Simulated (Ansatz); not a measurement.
**Property card for InP**

InP (wurtzite, P6_3mc), a = 4.1678 Å, b = 4.1678 Å, c = 6.8336 Å, α = 90.00°, β = 90.00°, γ = 120.00°.

Space group P6_3mc (No. 186), wurtzite; conventional cell a = 4.1678 Å, b = 4.1678 Å, c = 6.8336 Å, α = 90.00°, β = 90.00°, γ = 120.00°.

Method: plane-wave PAW HSE06 (Ansatz code). The cell and atoms are relaxed at this level. Other levels are named where they apply.

### Cell and energy

| Item | Result |
|---|---|
| Volume per atom | 25.70 Å³ |
| Density | 4.71 g/cm³ |

### Electronic structure

| Quantity | Result |
|---|---|
| Band gap | 1.44 eV (direct) |
| Valence-band maximum | at Γ |
| Conduction-band minimum | at Γ |
| Gap with spin–orbit coupling | 1.40 eV (at the special points and the edges found without it) |

### Mechanics

| Property | Value |
|---|---|
| Bulk modulus (Birch–Murnaghan fit) | 69.1 GPa |
| Pressure derivative B′ | 4.5 |

### Charges

| Property | Result |
|---|---|
| Bader charges | In +0.99, P -0.99 e |

The first step of the workflow began from a Materials Project structure, measured or hypothetical; the Crystallography Open Database copy checked does not list it. It is not the phase usual at ambient conditions (space group No. 216). Symmetry was held in the HSE06 relaxation; its stability against distortions is not shown here. The hybrid was solved on a coarse mesh, the path and, where they were found, the r²SCAN edge points; its band edges are the extreme levels among these. Spin–orbit coupling is left out wherever it is not named.

Potentials: the earlier of the program's two PAW sets. The files were generated under PBE; for other functionals the program regenerates the frozen cores, and for LDA and PBEsol the local potential too.
